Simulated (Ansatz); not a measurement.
Sc2C in space group P-3m1 (No. 164; Sc on 2d, C on 1b) under volume change, the program Ansatz at the LDA level (PAW), shape and atoms relaxed at each volume.

```csv
V (Å³/atom),E − E(relaxed) (meV/atom),P (GPa)
15.466,39.6,9.01
15.976,…,…
16.485,…,…
16.995,0.0,0.01
17.505,3.4,-2.10
18.015,12.8,-3.79
18.525,27.1,-5.14
```

Question: Complete the blanks.

Answer: 
- 15.976, E − E(relaxed) (meV/atom): 16.7
- 15.976, P (GPa): 5.53
- 16.485, E − E(relaxed) (meV/atom): 3.9
- 16.485, P (GPa): 2.54

Question: What does a third-order Birch–Murnaghan fit give for V₀, B₀ and B′?

Answer: V₀ = 17.00 Å³/atom, B₀ = 75.2 GPa, B′ = 5.1.

The first step of the workflow began from a Materials Project structure, measured or hypothetical; the Crystallography Open Database copy checked does not list it. Whether it is the stable phase at ambient conditions was not checked. The cell was relaxed with LDA under the symmetry of its start. At this level the phase is mechanically unstable. No spin polarisation was allowed.

Potentials: the later of the program's two PAW sets.
